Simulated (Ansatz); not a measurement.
The cell is the one relaxed in the Materials Project (mp-46), not relaxed further here; entries there can be hypothetical.

Ti: DFT, LDA, PAW with Ansatz's default frozen-core files, scalar-relativistic (Ansatz 0.2.0).

Command: `ansatz run input.yaml --threads 1 --pin off --max-ram 2048MiB --backend cpu --events-out ev --progress --plain --runs-dir out` The run took 13 s on 1 thread of AMD EPYC 7R43 64-Core Processor (Zen 3), with other jobs on the host, peak memory 0.42 GiB.

```yaml
crystal:
  lattice:
    - [2.9357319231, 0.0, 0.0]
    - [-1.4678659615, 2.5424184241, 0.0]
    - [0.0, 0.0, 4.64085615]
  atoms:
    - { symbol: Ti, position: [0.3333333333, 0.6666666667, 0.25] }
    - { symbol: Ti, position: [0.6666666667, 0.3333333333, 0.75] }
kpoints:
  mp_grid: { grid: [13, 13, 7] }
  band_path:
    path:
      - [0.0, 0.0, 0.0]
      - [0.5, 0.0, 0.0]
      - [0.3333333333, 0.3333333333, 0.0]
      - [0.0, 0.0, 0.0]
      - [0.0, 0.0, 0.5]
      - [0.5, 0.0, 0.5]
      - [0.3333333333, 0.3333333333, 0.5]
      - [0.0, 0.0, 0.5]
      - [0.5, 0.0, 0.5]
    npoints: 14
scf:
  occupations: { method: fermi_dirac, width: 0.05 }
hamiltonian:
  xc: lda
  pseudopotentials: { kind: paw }
output:
  forces: true
  stress: true
  eigenvalues: true
  efg: { contact_densities: true }
  populations: true
  bader: true
  dos: { projected: true, de: 0.2, e_range: [-14, 8] }
  write_density: true
  write_potential: true
  elf: true
  volumetric_format: npy
```

Output:

```
Engine: ansatz 0.2.0
Pseudopotentials: kind: paw
Pseudopotential: Ti, paw, valence charge 12, recommended cutoff 420 eV (normal)
Functional definition: SPW92
  exchange = slater_x
  correlation = pw_c
Crystal: 2 atoms, lattice volume = 34.639 Å³
Basis set: ecut = 420 eV, 687 PW (Γ)
Bands: 16, of which v1, the nominal top of the filled ones, is band 12 counted from 1 (11 counted from 0)
Symmetry: 24 space group operations
Space group: P63/mmc (ITA 194), of the structure as read, at distance tolerance 3.3e-5 Å
k-points: 84 of 1183
Non-local potential: Ti, projectors of the file, l = 0: 3, l = 1: 2, l = 2: 3, l = 3: 1
PAW form: soft (Blöchl's): semilocal exchange-correlation on the pseudo side does not see the compensation charge
PAW frozen core: Ti, regenerated for the run's functional, and the local potential with it (the file was generated under x = pbe(κ = 0.804, μ = 0.2195149727645171), c = pbe(β = 0.06672455060314922))
PAW one-centre angular grid: Ti, 590 points (default); XC on 64 Gauss nodes
Initial density: superposition of atomic densities (neutral atoms: chi_scale 0, normalization atom), corrected by the library's trained network
Initial wavefunctions: pseudopotential atomic-orbital guess
Functional: x = slater, c = lda
SCF iter   1: F=—  HF=-4900.547179 eV  |F-HF|=—  |Δ(HF+E_count)|=         —  Δρ=6.68e-3  dr2=6.69e-3  ethr=1.77e-3  ⟨swp⟩=4.2  Hψ=5459  notcnv=0
preconditioner: auto → none  [metal: Δε(μ)=0.011 eV  Ē_g=2.811 eV  σ=0.050 eV  W_gap=0.06  n_scr=8 (ndim 8)  ℏωp=17.8 eV  f_vac=0.000  D(μ)=2.24/eV (n_scr^D=22)  sad-step TF]
SCF iter   2: F=—  HF=-4900.545476 eV  |F-HF|=—  |Δ(HF+E_count)|=   1.70e-3  Δρ=3.17e-3  dr2=1.36e-3  ethr=2.79e-5  ⟨swp⟩=2.4  Hψ=2465  notcnv=0
SCF iter   3: F=—  HF=-4900.545441 eV  |F-HF|=—  |Δ(HF+E_count)|=   3.50e-5  Δρ=4.65e-4  dr2=2.73e-5  ethr=5.66e-6  ⟨swp⟩=2.6  Hψ=2094  notcnv=0
SCF iter   4: F=—  HF=-4900.545449 eV  |F-HF|=—  |Δ(HF+E_count)|=   7.46e-6  Δρ=7.03e-5  dr2=1.53e-6  ethr=1.14e-7  ⟨swp⟩=2.3  Hψ=1889  notcnv=0
iter 5 did not close the SCF: its close was put off for the readings that it lacked (scf_convergence_deferred on its scf_iter line)
SCF iter   5: F=-4900.545448 eV  HF=-4900.545448 eV  |F-HF|=1.54e-8  |Δ(HF+E_count)|=   4.46e-7  Δρ=7.03e-6  dr2=1.17e-8  ethr=6.36e-9  ⟨swp⟩=3.0  Hψ=2611  notcnv=0
SCF iter   6: F=-4900.545448 eV  HF=-4900.545448 eV  |F-HF|=5.28e-11  |Δ(HF+E_count)|=   1.71e-8  Δρ=6.66e-7  dr2=8.93e-11  ethr=4.89e-11  ⟨swp⟩=4.1  Hψ=6412  notcnv=0
SCF 1 converged in 6 iterations: F = -4900.545448 eV  dr2 = 8.93e-11
  greatest PAW one-centre occupation: 0.999 electrons in one spin orbital (limit 2), on the Ti atom at site 1 (counted from 0), in its partial waves of l = 0
NSCF: frozen V_eff on 113 k-points
SCF converged after 6 iterations
Free energy (F): -4900.545448 eV
Harris-Foulkes:  -4900.545448 eV  (|F-HF|=5.28e-11)
Internal energy: -4900.526338 eV  (E = F + TS)
E sigma→0 (E₀):  -4900.535893 eV
Entropy (-TS):   -0.019110 eV (-9.555 meV/atom)
Fermi energy:    13.113282 eV
--- Per-component energies (eV) ---
  E_band       = -315.694167
  E_kinetic    = 544.229595
  E_local      = -1630.660913  (includes V_loc(G=0)·N_el)
  E_nonlocal   = 24.089023
  E_hartree    = 666.297404
  E_xc         = -192.947427
  E_vxc        = -242.786608  (∫ρ·V_xc dr)
  E_paw        = -1997.859510  (= ΣΔE_a)
  E_vpaw       = -343.160166  (= ΣTr[D̂ρ^β])
  E_aug_tail   = 0.000188  (compensation charges beyond the density's cutoff)
  E_ewald      = -2314.326599
  E_core_change = 0.651901  (= ΣΔE_core)
  E_smearing   = -0.019110  (= −TS)
  E_closure    = -0.000000  (closes the sum)
  Σ components = -4900.545448   (vs F -4900.545448, Δ=0.00e0)
--- Forces (eV/Å), atoms counted from 1 ---
  atom   1  Ti    -0.00000000     0.00000000     0.00000000
  atom   2  Ti     0.00000000    -0.00000000    -0.00000000
  max |Σ_I F_I| component: 3.70e-17 eV/Å
--- Stress (GPa, compression-positive) ---
       -8.109839       0.000000       0.000000
        0.000000      -8.109839       0.000000
        0.000000       0.000000      -8.044610
  P = ⅓ Tr σ = -8.0881 GPa (-80.881 kbar)
--- PAW observables at the nuclei: V_zz in 10²¹ V/m², potentials from the cell's mean, atoms counted from 1 ---
  atom   1  Ti V_zz =    +2.018889   η = 0.0000   by run symmetry: allowed
            electrostatic potential = -2531.085801 V   contact ρ = 56426.247172 e/Å³
  atom   2  Ti V_zz =    +2.018889   η = 0.0000   by run symmetry: allowed
            electrostatic potential = -2531.085801 V   contact ρ = 56426.247172 e/Å³
--- Band table (eV; the first three rows and the last of 84) ---
  k-point 0: bands = ["-43.1312", "-42.9838", "-20.0531", "-19.3862", "-19.3862", "-19.3108", "-19.2799", "-19.2799", "6.9842", "10.4284", "13.8555", "13.8555", "13.9947", "14.0011", "14.3601", "14.3601"]
  k-point 1: bands = ["-43.1240", "-42.9912", "-20.0177", "-19.3809", "-19.3809", "-19.3491", "-19.2852", "-19.2852", "7.1575", "10.3473", "13.7032", "13.7753", "13.7753", "13.9000", "14.2659", "14.2659"]
  k-point 2: bands = ["-43.1038", "-43.0119", "-19.9180", "-19.4555", "-19.3663", "-19.3663", "-19.3000", "-19.3000", "7.6564", "9.9950", "13.2381", "13.6482", "13.6842", "13.6842", "14.0513", "14.0513"]
  k-point 83: bands = ["-42.9745", "-42.9714", "-19.8623", "-19.8554", "-19.6803", "-19.6293", "-19.4219", "-19.4112", "11.6252", "11.6777", "12.1378", "12.2576", "12.8871", "12.9923", "14.6199", "14.9498"]
--- Löwdin populations: 2 sites ---
  site symbol       q [e]
     0     Ti     11.8751
     1     Ti     11.8751
  spilling = 0.010408 (of n_electrons = 24.000000)
--- Bader charges: 2 sites ---
  site symbol  charge [e]  shift [e]
     0     Ti      0.0000     0.0000
     1     Ti      0.0000     0.0000
  estimated error of the sums over rays = 2.3e-4 e
```

populations.tsv:

```
# site	symbol	l	j	q
# orbitals = lowdin
# n_electrons = 24.000000
# spilling = 0.010408
0	Ti	0_3S	-	1.927273
0	Ti	0_4S	-	0.926023
0	Ti	1_3P	-	5.987752
0	Ti	2_3D	-	3.034052
1	Ti	0_3S	-	1.927273
1	Ti	0_4S	-	0.926023
1	Ti	1_3P	-	5.987752
1	Ti	2_3D	-	3.034052
```

bader_charges.tsv:

```
# site	symbol	x_ang	y_ang	z_ang	partial_charge_e	electrons	volume_ang3	relative_density_drop	shared_charge_e	partial_wave_shift_e
# quadrature_error_electrons = 2.3e-4
0	Ti	0.0000	1.6949	1.1602	0.00001	21.99999	17.32	-	0.00001	0.00000
1	Ti	1.4679	0.8475	3.4806	-0.00001	22.00001	17.32	-	-0.00001	0.00000
```
